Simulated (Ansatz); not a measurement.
W:
Space group P6₃/mmc (No. 194); a = 2.736 Å, b = 2.736 Å, c = 4.854 Å, α = 90.00°, β = 90.00°, γ = 120.00°

| atom | site | symmetry | x | y | z |
|---|---|---|---|---|---|
| W | 2c | -6m2 | 0.3333 | 0.6667 | 0.2500 |

Relaxed at zero pressure with LDA (plane waves, PAW; program Ansatz).

Problem. The volume is lowered by 6 % and shape and atoms relax at that volume. What pressure results, and how do the axes share the change?

Solution. 21.5 GPa; a -1.8 %, b -1.8 %, c -2.6 %; the energy rises by 60 meV/atom.

Problem. Give the new structure.

Solution. 
Space group P6₃/mmc (No. 194); a = b = 2.688 Å, c = 4.727 Å, α = β = 90.00°, γ = 120.00°

```
atom  site  symmetry       x       y       z
----  ----  --------  ------  ------  ------
W       2c      -6m2  0.3333  0.6667  0.2500
```

The phase is kept; no other phase was compared at this pressure.

Space group P6_3/mmc (hcp (Mg type)). The workflow started from a Materials Project entry (that database holds measured and hypothetical structures alike); the Crystallography Open Database copy checked does not list it. It is not the phase usual at ambient conditions (space group No. 229). The cell was relaxed with LDA under the symmetry of its start; of distortions, only those at the zone centre were tested. The run is not spin-polarised. Axis ratios of metals converge slowly with the k-mesh, so a and c are less sure than the volume. Spin–orbit coupling is left out wherever it is not named.

Potentials: the earlier of the program's two PAW sets.
